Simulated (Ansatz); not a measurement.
**YbSi2: reading a single point**

```yaml
crystal:
  lattice:
    - [3.81450, 0.00000, 0.00000]
    - [-1.90725, 3.30345, 0.00000]
    - [0.00000, 0.00000, 4.14527]
  atoms:
    - { symbol: Yb, position: [0.00000, 0.00000, 0.00000] }
    - { symbol: Si, position: [0.33330, 0.66670, 0.50000] }
    - { symbol: Si, position: [0.66660, 0.33330, 0.50000] }
```

Method: LDA, with U_eff = 6.31 eV on Yb f (all-electron-ortho-atomic projectors), no spin polarisation; PAW, plane waves to 420 eV, 7×7×6 Γ-centred mesh, fermi-dirac occupations (width 0.1 eV) (Ansatz 0.2.0), atoms fixed.

Question: Which element gives electrons and which takes them?

Answer: Bader charges in e: Yb +1.06, Si -0.53. In the mean Yb gives up most and Si takes most.

Question: Are the atoms at rest?

Answer: Nearly at rest: the largest force is 0.004 eV/Å.

Question: What does the stress say?

Answer: The pressure is 6.8 GPa (compression positive), so with the atoms held at these fractions the cell would first expand. The principal stresses -3.2, 11.9, 11.9 GPa differ, so its shape would change too.

Question: Is there a gap?

Answer: It is a metal, with about 0.83 states/eV a cell as the mean within 0.25 eV of the Fermi level, mostly Si p (38 %), Yb d (35 %) and Si s (14 %).

Origin: a database entry at a rescaled volume. Caveats: no spin polarisation, so a magnetic state may lie lower.
